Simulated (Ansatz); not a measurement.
What DFT gives for NaOs2

```xyz
12
Lattice="5.3691 0.0000 0.0000 -2.6846 4.6498 0.0000 0.0000 0.0000 8.8220" Properties=species:S:1:pos:R:3 pbc="T T T"
Os    2.6846    3.0968    2.2055
Os   -1.3396    3.8733    6.6165
Os    1.3450    0.7765    2.2055
Os    0.0000    1.5530    6.6165
Os    4.0242    0.7765    2.2055
Os    1.3396    3.8733    6.6165
Na   -0.0003    3.1000    0.4940
Na    2.6843    1.5498    4.9050
Na   -0.0003    3.1000    3.9170
Na    2.6846    1.5502    8.3280
Os    0.0000    0.0000    0.0000
Os    0.0000    0.0000    4.4110
```

The numbers come from plane-wave PAW DFT (Ansatz): PBE, no spin polarisation, 420 eV, 7×7×4 Γ-centred k points, gaussian occupations (width 0.2408 eV). Nothing was relaxed.

Q: What does the stress say?

A: The pressure is -11.0 GPa (compression positive), so with the atoms held at these fractions the cell would first shrink; the forces are large, so a full relaxation may end otherwise.

Q: Is it stable against the elements?

A: 0.77 eV an atom against the elements' usual phases (free molecules for gases, crystals otherwise, with no correction for O₂ or N₂), so at this geometry it isn't bound against them. Relaxing would lower it.

Q: Which element gives electrons and which takes them?

A: Bader charges in e: Na +0.78, Os -0.42 to -0.30. In the mean Na gives up most and Os takes most.

Q: What happens at the Fermi level?

A: It is a metal, with about 14 states/eV a cell as the mean within 0.25 eV of the Fermi level, mostly Os d (90 %).

Q: Describe some of the short contacts.

A: Os–Os at 2.68 Å: least valence density 0.49 e/Å³ and ELF 0.40 there. Os–Na at 3.11 Å: least valence density 0.09 e/Å³ and ELF 0.03 there. Na–Na at 3.25 Å: least valence density 0.04 e/Å³ and ELF 0.05 there, so no covalent bond. These are pseudo-fields; inside the PAW spheres they differ from the all-electron ones.

Origin: a known structure type with other elements, at an estimated volume, so it need not be a known compound. Caveats: many states at the Fermi level without spin polarisation, so a magnetic state may lie lower; wide smearing.
